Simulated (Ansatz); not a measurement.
Simulated powder pattern, Cu Kα, λ = 1.54184 Å (kinematic, ideal powder, no thermal factors, no anomalous dispersion; the 30 strongest lines at most, above 1 %, up to 2θ = 90°):

```csv
2θ (°),I/Imax (%)
26.39,100
42.34,3.5
44.51,17
50.58,3.4
54.32,6.9
59.69,5.3
77.44,5.7
83.50,9.3
84.96,1.7
86.43,1.4
```

The pattern belongs to a structure relaxed with the program Ansatz at the PBE+D3(BJ) level (PAW).

Pick the material that matches.
(A) K, bcc (W type)
(B) Nd, dhcp (α-La type)
(C) Li, bcc (W type)
(D) C, graphite

D, C, graphite

Give the lattice parameters.

a = 2.465 Å, c = 6.755 Å.

Space group P6_3/mmc (graphite). The cell was relaxed with PBE+D3(BJ) under the symmetry of its start.

Potentials: the later of the program's two PAW sets.
